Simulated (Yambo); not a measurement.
RPA spectrum of Sr₂OsH₆ (space group Fm-3m, No. 225) on LDA bands in Yambo (8×8×8 mesh, 83 bands, 3 Ry local-field block, 0.2 eV broadening; field along x). CGrdSpXd merges neighbouring transition energies to save time; the report line [X-CG] gives the poles kept by one of the 4 MPI tasks, and where the merging fails may depend on that split.

```csv
CGrdSpXd asked (%),share reached (%),poles used (one task),static ε,largest change of Im ε (% of its maximum),rough time
100,100,6415,4.24,0.0,1
70,69,4490,4.24,0.0,within a factor of two
30,29,1924,4.24,0.3,within a factor of two
15,3,241,4.27,6.9,about 1/2
5,3,241,4.27,6.9,about 1/2
```

All runs end normally. In the runs at 15 %, 5 % few poles are left or the spectrum changes by over a quarter of its peak, and no warning says so. Times are rough ratios from shared machines. The k mesh wasn't tested; the rows compare only with each other.

Spin-orbit coupling is not included.

Geometry of the Materials Project entry, not relaxed at this level; primitive cell a = b = c = 5.3914 Å, α = β = γ = 60.00°.

The structure is a Materials Project entry; no match was found in the copy of COD used, and its stability was not checked.
